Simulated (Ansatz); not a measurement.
Relaxed-ion elastic tensor of B (diamond, Fd-3m) in GPa (Voigt order), the program Ansatz at the r²SCAN level (PAW); density 2.16 g/cm³, 8.32 Å³ per atom.

```
  111    215    215    0.0    0.0    0.0
  215    111    215    0.0    0.0    0.0
  215    215    111    0.0    0.0    0.0
  0.0    0.0    0.0  -88.9    0.0    0.0
  0.0    0.0    0.0    0.0  -88.9    0.0
  0.0    0.0    0.0    0.0    0.0  -88.9
```

Task: Is the crystal mechanically stable?

Result: No: the smallest eigenvalue of C is -104 GPa.

The start of the workflow was typed in or built on a structure type; neither database checked (COD, Materials Project) lists it. It is not the phase usual at ambient conditions (space group No. 166). Symmetry was held in the r²SCAN relaxation. At this level the phase is mechanically unstable. As this level gives no gap, shear constants depend on the k-mesh and smearing (Fermi–Dirac, 0.1 eV here).

Potentials: the earlier of the program's two PAW sets.
